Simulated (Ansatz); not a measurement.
## ¹³⁵Ba NMR of the central transition in Ba₄TiN₄

Cell: a computed structure from the Materials Project (it need not be an observed phase).

Space group P-1 (No. 2); a = 6.8161, b = 6.9107, c = 9.6890 Å, α = 72.38°, β = 80.35°, γ = 66.14°.

```
site  Wyckoff  site symmetry       x       y       z
 Ba1       2i              1  0.7788  0.5756  0.1528
 Ba3       2i              1  0.7382  0.2256  0.9642
 Ba5       2i              1  0.7156  0.5032  0.5629
 Ba7       2i              1  0.2168  0.9683  0.6196
  Ti       2i              1  0.7348  0.8399  0.7552
 N11       2i              1  0.9562  0.6914  0.6224
 N13       2i              1  0.9086  0.8136  0.9108
 N15       2i              1  0.5484  0.6706  0.8170
 N17       2i              1  0.4307  0.8600  0.3596
```

One atom of each set is listed.

Level of theory: DFT, PBE, plane waves and PAW, scalar-relativistic, 420 eV cutoff, Γ-centred 5×5×3 k-points, Fermi–Dirac smearing 0.02 eV (Ansatz 0.2.0).

¹³⁵Ba has I = 3/2 and Q = 153.0 mb (Pyykkö 2018); at 35.2 T its Larmor frequency is ν₀ = 149.9 MHz (from the bare nuclear moment; shielding lowers the observed one by a per cent or two). Only the quadrupole interaction is simulated: positions count from each site's isotropic chemical shift, and shift anisotropy, dipolar and J coupling are left out.

Question: Simulate the second-order pattern (static powder, Gaussian broadening 200 kHz) of site Ba7 (6 N at 2.79–3.39 Å; also 3 Ba at 3.71–3.73 Å).

Answer: The calculation gives C_Q = 68.4 MHz and η = 0.52, so ν_Q = 34.2 MHz and the centre of gravity lies at -5667 ppm (-849 kHz).

(offset (kHz), height): (-4336.1, 0), (-4163.4, 0), (-3990.6, 12), (-3817.9, 35), (-3645.2, 39), (-3472.4, 41), (-3299.7, 42), (-3126.9, 43), (-2954.2, 45), (-2781.5, 47), (-2608.7, 49), (-2436.0, 51), (-2263.3, 54), (-2090.5, 57), (-1917.8, 61), (-1745.0, 66), (-1572.3, 73), (-1399.6, 88), (-1226.8, 100), (-1054.1, 85), (-881.4, 75), (-708.6, 71), (-535.9, 68), (-363.1, 67), (-190.4, 67), (-17.7, 67), (155.1, 63), (327.8, 57), (500.6, 62), (673.3, 73), (846.0, 99), (1018.8, 90), (1191.5, 52), (1364.2, 44), (1537.0, 40), (1709.7, 37), (1882.5, 32), (2055.2, 11), (2227.9, 0), (2400.7, 0)

With ν_Q/ν₀ up to 0.24, terms beyond second order are no longer negligible.

Without spin–orbit coupling (the program notes it for Ba) the gradients can shift somewhat, as the gap is small.
